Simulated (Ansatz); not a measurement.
Values for one crystal, relaxed and computed with the program Ansatz at the PBE level (PAW); other levels are named.

```yaml
volume_per_atom: 34.47 Å³
band_gap: 2.33 eV (direct)
Pressure derivative B′: 4.2
mechanical_stability: stable (all eigenvalues of C positive)
zone_centre_stability: no imaginary mode at Γ
Bulk modulus (Birch–Murnaghan fit): 33.9 GPa
Vibrational entropy at 300 K: 39.0 J/(K·mol of atoms)
```

Which compound is it?
A) As2S3, Pnma (Pearson symbol oP20)
B) PbS, rock salt
C) MgTe, zinc blende
D) SiO2, rutile

C, MgTe, zinc blende

Space group F-43m (zinc blende). The cell was relaxed with PBE under the symmetry of its start. Scalar-relativistic: spin–orbit coupling is off unless named, which matters more the heavier the elements.

Potentials: the later of the program's two PAW sets.
